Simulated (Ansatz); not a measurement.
Nb4CoP:
```cif
data_Co2Nb8P2
_chemical_formula_sum 'P2 Co2 Nb8'
_space_group_name_H-M_alt 'P4/mcc'
_space_group_IT_number 124
_space_group_name_Hall '-P 4 2c'
_cell_length_a 6.12171
_cell_length_b 6.12171
_cell_length_c 4.99855
_cell_angle_alpha 90.000
_cell_angle_beta 90.000
_cell_angle_gamma 90.000
loop_
_atom_site_label
_atom_site_type_symbol
_atom_site_symmetry_multiplicity
_atom_site_Wyckoff_symbol
_atom_site_fract_x
_atom_site_fract_y
_atom_site_fract_z
_atom_site_occupancy
P1 P 2 c 0.50000 0.50000 0.25000 1
Co1 Co 2 a 0.00000 0.00000 0.25000 1
Nb1 Nb 8 m 0.33378 0.15786 0.00000 1
```

Relaxed at zero pressure with r²SCAN in the plane-wave PAW code Ansatz.

**Question.** The volume is raised by 9 % and shape and atoms relax at that volume. What pressure results, and how do the axes share the change?

**Answer.** -14.8 GPa; a 2.9 %, b 2.9 %, c 2.9 %; the energy rises by 70 meV/atom.

**Question.** Give the new structure.

**Answer.** 
Space group P4/mcc (No. 124); a = b = 6.3016 Å, c = 5.1418 Å, α = β = γ = 90.00°

```
atom  site  symmetry       x       y       z
----  ----  --------  ------  ------  ------
P       2c       422  0.5000  0.5000  0.2500
Co      2a       422  0.0000  0.0000  0.2500
Nb      8m       m..  0.3307  0.1568  0.0000
```

The phase is kept; no other phase was compared at this pressure.

The workflow started from an entry of the Crystallography Open Database (COD). Its standing as an ambient phase is unchecked. Symmetry was held in the r²SCAN relaxation; its stability against distortions is not shown here. The workflow began spin-polarised and lost its moments.

Potentials: the later of the program's two PAW sets.
